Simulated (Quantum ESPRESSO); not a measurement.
Band energies of K2S3

```
K2S3
1.0
    3.64017    -5.04631     0.00000
    3.64017     5.04631     0.00000
    0.00000     0.00000     7.41468
S K
6 4
Direct
  0.38687   0.07227   0.50130
  0.61313   0.92773   0.00130
  0.92773   0.61313   0.50130
  0.07227   0.38687   0.00130
  0.79920   0.20080   0.84370
  0.20080   0.79920   0.34370
  0.41910   0.58090   0.65699
  0.58090   0.41910   0.15699
  0.89420   0.10580   0.38741
  0.10580   0.89420   0.88741
```

PBEsol (Quantum ESPRESSO, PseudoDojo norm-conserving, 74 Ry, scalar-relativistic); path ΓXSRAZΓYX1A1TY,ZT; energies in eV from the valence-band maximum.

| k (1/Å) | point | band 32 | band 33 | band 34 | band 35 | band 36 | band 37 | band 38 | band 39 |
|---|---|---|---|---|---|---|---|---|---|
| 0.00 | Γ | -1.73 | -1.15 | -1.01 | -0.37 | -0.32 | 1.43 | 2.40 | 2.67 |
| 0.22 |  | -1.62 | -1.33 | -1.21 | -0.26 | -0.22 | 1.90 | 2.65 | 2.73 |
| 0.44 |  | -1.72 | -1.38 | -1.34 | -0.23 | -0.03 | 2.46 | 2.74 | 2.87 |
| 0.66 | X | -1.74 | -1.43 | -1.11 | -0.36 | -0.02 | 1.67 | 2.56 | 2.82 |
| 0.66 | S | -1.71 | -1.37 | -1.36 | -0.24 | -0.01 | 2.58 | 2.66 | 2.83 |
| 0.87 |  | -1.74 | -1.44 | -1.43 | -0.25 | -0.08 | 2.35 | 2.39 | 3.19 |
| 1.08 | R | -1.69 | -1.59 | -1.59 | -0.21 | -0.21 | 2.26 | 2.26 | 3.44 |
| 1.27 |  | -1.71 | -1.53 | -1.53 | -0.20 | -0.20 | 2.22 | 2.22 | 3.37 |
| 1.46 | A | -1.74 | -1.34 | -1.34 | -0.21 | -0.21 | 2.12 | 2.12 | 3.24 |
| 1.79 |  | -1.71 | -1.48 | -1.48 | -0.22 | -0.22 | 2.22 | 2.22 | 3.36 |
| 1.96 |  | -1.77 | -1.19 | -1.19 | -0.22 | -0.22 | 2.09 | 2.09 | 3.08 |
| 2.12 | Z | -1.80 | -1.02 | -1.02 | -0.22 | -0.22 | 1.97 | 1.97 | 2.99 |
| 2.54 | Γ | -1.73 | -1.15 | -1.01 | -0.37 | -0.32 | 1.43 | 2.40 | 2.67 |
| 2.70 |  | -1.73 | -1.18 | -0.98 | -0.41 | -0.27 | 1.39 | 2.45 | 2.63 |
| 2.85 |  | -1.73 | -1.21 | -0.92 | -0.45 | -0.19 | 1.31 | 2.54 | 2.55 |
| 3.01 |  | -1.72 | -1.24 | -0.87 | -0.46 | -0.11 | 1.24 | 2.46 | 2.62 |
| 3.17 | Y | -1.72 | -1.25 | -0.85 | -0.46 | -0.08 | 1.22 | 2.43 | 2.65 |
| 3.17 | X1 | -1.74 | -1.43 | -1.11 | -0.36 | -0.02 | 1.67 | 2.56 | 2.82 |
| 3.31 |  | -1.69 | -1.43 | -1.15 | -0.34 | -0.05 | 1.72 | 2.67 | 2.69 |
| 3.45 |  | -1.67 | -1.42 | -1.24 | -0.28 | -0.12 | 1.87 | 2.42 | 2.95 |
| 3.59 | A1 | -1.74 | -1.34 | -1.34 | -0.21 | -0.21 | 2.12 | 2.12 | 3.24 |
| 3.59 | T | -1.75 | -1.09 | -1.09 | -0.24 | -0.24 | 1.98 | 1.98 | 3.12 |
| 3.73 |  | -1.73 | -1.18 | -0.98 | -0.34 | -0.15 | 1.61 | 2.32 | 2.77 |
| 3.87 |  | -1.72 | -1.23 | -0.89 | -0.43 | -0.10 | 1.32 | 2.52 | 2.56 |
| 4.01 | Y | -1.72 | -1.25 | -0.85 | -0.46 | -0.08 | 1.22 | 2.43 | 2.65 |
| 4.01 | Z | -1.80 | -1.02 | -1.02 | -0.22 | -0.22 | 1.97 | 1.97 | 2.99 |
| 4.14 |  | -1.80 | -1.03 | -1.03 | -0.23 | -0.23 | 1.98 | 1.98 | 3.00 |
| 4.26 |  | -1.79 | -1.05 | -1.05 | -0.24 | -0.24 | 1.98 | 1.98 | 3.03 |
| 4.39 |  | -1.77 | -1.06 | -1.06 | -0.24 | -0.24 | 1.98 | 1.98 | 3.07 |
| 4.64 | T | -1.75 | -1.09 | -1.09 | -0.24 | -0.24 | 1.98 | 1.98 | 3.12 |

The PBEsol gap is 1.22 eV; at least one edge lies off the plotted path, at a point of the SCF mesh. The smallest direct gap is 1.30 eV. Another valence extremum on the path lies within 0.02 eV, too close to call.

Geometry of the Materials Project entry, not relaxed at this level.

Letters of k points follow the standard setting of the lattice, whose axes may be ordered differently from the printed cell.
